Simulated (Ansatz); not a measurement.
Here is the system:

CaAu$_{2}$:
```
CELL_PARAMETERS angstrom
     -2.30502     3.53923     4.11143
      2.30502    -3.53923     4.11143
      2.30502     3.53923    -4.11143
ATOMIC_POSITIONS crystal
  Ca 0.79178 0.54178 0.25000
  Ca 0.20822 0.45822 0.75000
  Au 0.20126 0.16120 0.04006
  Au 0.62114 0.16120 0.45994
  Au 0.79874 0.83880 0.95994
  Au 0.37886 0.83880 0.54006
```

This is the r²SCAN-relaxed structure.

Question: All from the program Ansatz at the r²SCAN level (PAW), unless another level is named. Predict the formation energy from the elements (no fitted shifts).

Answer: -0.76 eV/atom.

Question: What about the density of states at the Fermi level?

Answer: 0.30 states/eV per atom (mean over ±0.08 eV).

Space group Imma. The workflow started from an entry of the Crystallography Open Database (COD). Whether it is the stable phase at ambient conditions was not checked. The r²SCAN relaxation kept the symmetry of its start; whether a distortion lowers the energy is not shown. The references are the lowest solids computed at this level, not always the standard phases. Spin–orbit coupling is left out wherever it is not named.

Potentials: the later of the program's two PAW sets.
